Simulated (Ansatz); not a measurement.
RuW:
```
CELL_PARAMETERS angstrom
      0.00000     2.53754     2.53754
      2.53754     0.00000     2.53754
      2.53754     2.53754     0.00000
ATOMIC_POSITIONS crystal
  Ru 0.00000 0.00000 0.00000
  W  0.50000 0.50000 0.50000
```

Relaxed with PBEsol. Special points in fractions of this cell's reciprocal vectors: Γ (0.000, 0.000, 0.000); X (0.500, 0.000, 0.500); U (0.625, 0.250, 0.625); K (0.375, 0.375, 0.750); L (0.500, 0.500, 0.500); W (0.500, 0.250, 0.750).

Problem. List the band energies nearest the Fermi level at these points for PBEsol in the plane-wave PAW code Ansatz.

Solution. In eV from the Fermi level; about four levels below and three above (degenerate sets whole), none deeper than 8.9 eV; points with the same levels are listed once.

```json
[
 {"k": "Γ", "below": "-5.35 -5.35 -4.84 -4.84 -4.84", "above": "3.03 3.03 3.03"},
 {"k": "X", "below": "-3.49 -1.04 -1.04 -0.79", "above": "1.20 1.20 3.22"},
 {"k": "U", "below": "-3.59 -3.51 -3.21 -1.58", "above": "0.34 1.15 1.51"},
 {"k": "L", "below": "-1.62 -1.62 -1.37 -1.37", "above": "0.57 0.57 0.94"},
 {"k": "W", "below": "-3.95 -1.67 -1.05 -1.00", "above": "1.13 1.41 1.41"}
]
```

Space group Fm-3m (rock salt). The start of the workflow was typed in or built on a structure type; neither database checked (COD, Materials Project) lists it. Its standing as an ambient phase is unchecked. Symmetry was held in the PBEsol relaxation. At this level the phase is mechanically unstable. No spin polarisation was allowed. Its formation energy is positive at this level, so the cell may be metastable or incomplete. Spin–orbit coupling is left out wherever it is not named.

Potentials: the earlier of the program's two PAW sets. The files were generated under PBE; for other functionals the program regenerates the frozen cores, and for LDA and PBEsol the local potential too.
